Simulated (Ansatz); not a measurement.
The calculation used DFT PBE, scalar-relativistic, plane waves, PAW (Ansatz). All cells share a 420 eV cutoff and Γ-centred k meshes spaced at most about 0.3 Å⁻¹ (about 0.25 or finer for metals, 2π included). No spin polarisation in the final relaxations.

These are static total energies at zero pressure.

Compare these two cells of Cd₄S, each relaxed at this level.

A.

Space group P6/mmm (No. 191). a = 5.110 Å, b = 5.110 Å, c = 5.995 Å, α = 90.00°, β = 90.00°, γ = 120.00°
```
atom  site  symmetry       x       y       z
  Cd    2c      -6m2  0.3333  0.6667  0.0000
  Cd    2d      -6m2  0.3333  0.6667  0.5000
   S    1a     6/mmm  0.0000  0.0000  0.0000
```

B.

Space group P4/mmm (No. 123). a = 5.309 Å, b = 5.309 Å, c = 6.193 Å, α = 90.00°, β = 90.00°, γ = 90.00°
| atom | site | symmetry | x | y | z |
| --- | --- | --- | --- | --- | --- |
| Cd | 2e | mmm. | 0.0000 | 0.5000 | 0.5000 |
| Cd | 2g | 4mm | 0.0000 | 0.0000 | 0.2324 |
| S | 1d | 4/mmm | 0.5000 | 0.5000 | 0.5000 |

**Question.** Which would you expect to be lower, and how large is the difference?

**Answer.** B is lower, by 29 meV/atom. A has space group P6/mmm (No. 191), 27.1 Å³/atom and no gap on its mesh; B has space group P4/mmm (No. 123), 34.9 Å³/atom and no gap. Counting Cd atoms around S (those within 1.25 times the shortest such distance or 1.15 times the sum of covalent radii; the shortest distance is added where it is long for a bond), A has S 6 from 3.0 Å and B has S 4. The lower one is the more open, so pressure narrows the difference. Even the lower one lies +0.12 eV/atom against the reference forms of the elements (uncorrected), so neither is stable at this level. Both come from invented guesses.

Cells relaxed within their symmetry can be saddle points.
